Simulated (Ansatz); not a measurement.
Relaxed AlN (wurtzite):

```
CELL_PARAMETERS angstrom
      3.12980     0.00000     0.00000
     -1.56490     2.71049     0.00000
      0.00000     0.00000    10.03466
ATOMIC_POSITIONS crystal
  Al 0.66667 0.33333 0.00169
  Al 0.66667 0.33333 0.50169
  Al 0.33333 0.66667 0.25169
  Al 0.33333 0.66667 0.75169
  N  0.66667 0.33333 0.31091
  N  0.66667 0.33333 0.81091
  N  0.33333 0.66667 0.06091
  N  0.33333 0.66667 0.56091
```

A phonon eigenvector at A = (0.0, 0.0, 0.5) is frozen into this cell: atom i moves by Q times the vector below, so Q is the largest atomic displacement, in Å. The cell is held. It is one choice among 4 degenerate patterns. (q is in reciprocal vectors of the primitive cell; the cell shown is doubled to hold the pattern.)

```json
[
 {"atom": "Al1", "x": "0.000", "y": "0.449", "z": "0.000"},
 {"atom": "Al2", "x": "0.000", "y": "-0.449", "z": "0.000"},
 {"atom": "Al3", "x": "0.000", "y": "0.434", "z": "0.000"},
 {"atom": "Al4", "x": "0.000", "y": "-0.434", "z": "0.000"},
 {"atom": "N5", "x": "0.000", "y": "-0.782", "z": "0.000"},
 {"atom": "N6", "x": "0.000", "y": "0.782", "z": "0.000"},
 {"atom": "N7", "x": "0.000", "y": "-1.000", "z": "0.000"},
 {"atom": "N8", "x": "0.000", "y": "1.000", "z": "0.000"}
]
```

The numbers are results of PBE (plane waves to 420 eV, PAW, scalar-relativistic; Ansatz, a quantum-chemistry and plane-wave program), not measurements. k mesh 12×12×4 (Γ-centred), Fermi-Dirac smearing 0.05 eV. E stands for the smeared free energy. Compression counts positive. AlN was relaxed with its symmetry unable to fall. The PAW data are Ansatz's earlier set. The zero of ΔE is the undisplaced structure.

```csv
Q (Å),ΔE (meV/cell),−dE/dQ from forces (eV/Å),P (GPa)
-0.180,1718,20.191,7.6
-0.150,1172,16.253,5.3
-0.120,739,12.638,3.3
-0.090,411,9.271,1.9
-0.060,181,6.083,0.8
-0.030,45,3.013,0.2
0.000,0,0.000,0.0
0.030,45,-3.013,0.2
0.060,181,-6.083,0.8
0.090,411,-9.271,1.9
0.120,739,-12.638,3.3
0.150,1172,-16.253,5.3
0.180,1718,-20.191,7.6
```

What the scan shows:

The energy at Q = 0.180 Å is 1718 meV/cell. Space group of the distorted cell: Cm (No. 8), lowered from P6_3mc. Symmetry of the curve: even: the same for both signs. Shape of the curve: a single well with its minimum at or next to zero displacement. Harmonic wavenumber from the curvature (finite differences): 641 cm⁻¹. Wavenumber by perturbation theory (DFPT, on another k mesh): 641 cm⁻¹.

The 13 points together took around 110 core-seconds (rough).

(A displaced cell: forces are minus the slopes of the energy, force constants its curvatures, and phonons follow from these.)
